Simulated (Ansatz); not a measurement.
ZrGa₃:
```yaml
crystal:
  lattice:
    - [-1.94180, 1.94180, 4.55863]
    - [1.94180, -1.94180, 4.55863]
    - [1.94180, 1.94180, -4.55863]
  atoms:
    - { symbol: Zr, position: [0.00000, 0.00000, 0.00000] }
    - { symbol: Ga, position: [0.50000, 0.50000, 0.00000] }
    - { symbol: Ga, position: [0.75000, 0.25000, 0.50000] }
    - { symbol: Ga, position: [0.25000, 0.75000, 0.50000] }
```

Relaxed with r²SCAN.

Q: Give the Bader charges and basin volumes of the independent atoms, the program Ansatz at the r²SCAN level (PAW).

A: 

| atom | Bader charge (e) | Bader volume (Å³) |
|---|---|---|
| Zr1 | +1.28 | 15.0 |
| Ga2 | -0.51 | 17.9 |
| Ga3 | -0.38 | 17.9 |

Space group I4/mmm. The workflow started from an entry of the Crystallography Open Database (COD). Its standing as an ambient phase is unchecked. Symmetry was held in the r²SCAN relaxation; whether a distortion lowers the energy is not shown. The run is not spin-polarised.

Potentials: the later of the program's two PAW sets.
